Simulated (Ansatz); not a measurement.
Relaxed-ion elastic tensor of CsSnI$_{3}$ in space group Pnma (No. 62; Pearson symbol oP20) in GPa (Voigt order), PBE (plane waves, PAW; program Ansatz); density 4.44 g/cm³, 47.31 Å³ per atom.

```
10.1   7.2   8.0   0.0   0.0   0.0
 7.2  19.9   6.1   0.0   0.0   0.0
 8.0   6.1  16.8   0.0   0.0   0.0
 0.0   0.0   0.0   5.1   0.0   0.0
 0.0   0.0   0.0   0.0   4.8   0.0
 0.0   0.0   0.0   0.0   0.0   7.2
```

Is the crystal mechanically stable?

Yes: the smallest eigenvalue of C is 4.2 GPa.

Work out the Voigt, Reuss and Hill averages.

K_V = 9.9, K_R = 9.2, K_H = 9.6; G_V = 5.1, G_R = 4.2, G_H = 4.7 GPa.

Give Young's modulus, Poisson's ratio, Pugh's ratio and the universal anisotropy index.

E = 9KG/(3K + G) = 12.0 GPa; ν = 0.29; K/G = 2.06 (ductile by the Pugh limit of 1.75); A_U = 5G_V/G_R + K_V/K_R − 6 = 1.09.

Estimate the sound speeds and the Debye temperature.

v_l = √((K + 4G/3)/ρ) = 1890 m/s, v_t = √(G/ρ) = 1030 m/s, mean 1140 m/s; Θ = (h/k)(3n/4πV)^(1/3) v_m = 94.2 K.

Solve the Christoffel equation for the three sound speeds along x, y, z.

Eigenvalues of C_ijkl n_j n_l equal ρv². In km/s, slowest first: x 1.03, 1.27, 1.51; y 1.07, 1.27, 2.12; z 1.03, 1.07, 1.95.

How much does each axis shrink under pressure?

Linear compressibilities β_i = Σ_j S_ij (j = 1 to 3): x 70, y 19, z 19 per TPa.

The cell was relaxed with PBE under the symmetry of its start. Scalar-relativistic: spin–orbit coupling is off unless named, which matters more the heavier the elements.

Potentials: the later of the program's two PAW sets.
